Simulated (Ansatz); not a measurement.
Here is the system:

YC:
```
CELL_PARAMETERS angstrom
      0.00000     2.51624     2.51624
      2.51624     0.00000     2.51624
      2.51624     2.51624     0.00000
ATOMIC_POSITIONS crystal
  C  0.00000 0.00000 0.00000
  Y  0.50000 0.50000 0.50000
```

This is the PBEsol-relaxed structure.

### Question
All from DFT-PBEsol in the program Ansatz with PAW potentials, unless another level is named. Estimate the highest zone-centre frequency.

### Answer
337 cm^-1.

### Question
And the Young's modulus?

### Answer
172 GPa.

Space group Fm-3m (rock salt). The start of the workflow was typed in or built on a structure type; the Crystallography Open Database copy checked does not list it. Whether it is the stable phase at ambient conditions was not checked. The PBEsol relaxation kept the symmetry of its start; whether a distortion lowers the energy is not shown. No spin polarisation was allowed. As this level gives no gap, phonon frequencies hold no LO–TO term and depend on the k-mesh and smearing (Fermi–Dirac, 0.1 eV here).

Potentials: the earlier of the program's two PAW sets. The files were generated under PBE; for other functionals the program regenerates the frozen cores, and for LDA and PBEsol the local potential too.
